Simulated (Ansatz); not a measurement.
AlN (rock salt, Fm-3m), plane-wave PAW r²SCAN (Ansatz code), all energies at zero smearing, with the estimated change up to a 700 eV cutoff added, with one set of potentials and settings (totals compare only within such a set). Cell of 2 atoms (1 Al, 1 N): -928.151 eV.

```tsv
element	reference phase	E (eV/atom)
Al	Fm-3m, 1 atoms in the cell	-540.4083
N	Pa-3, 8 atoms in the cell	-384.8315
```

Formation energy per atom, worked out: (-928.151 − 1×(-540.4083) − 1×(-384.8315))/2 = -1.455 eV/atom (-140 kJ per mol of atoms), at 0 K, without zero-point energy or fitted corrections.

This is a known high-pressure phase of the composition, computed here at zero pressure and temperature. Symmetry was held in the r²SCAN relaxation; whether a distortion lowers the energy is not shown. The volume moved by -17 % from the start of the relaxation. The references are the lowest solids computed at this level, not always the standard phases (solids in place of the gases).

Potentials: the later of the program's two PAW sets.
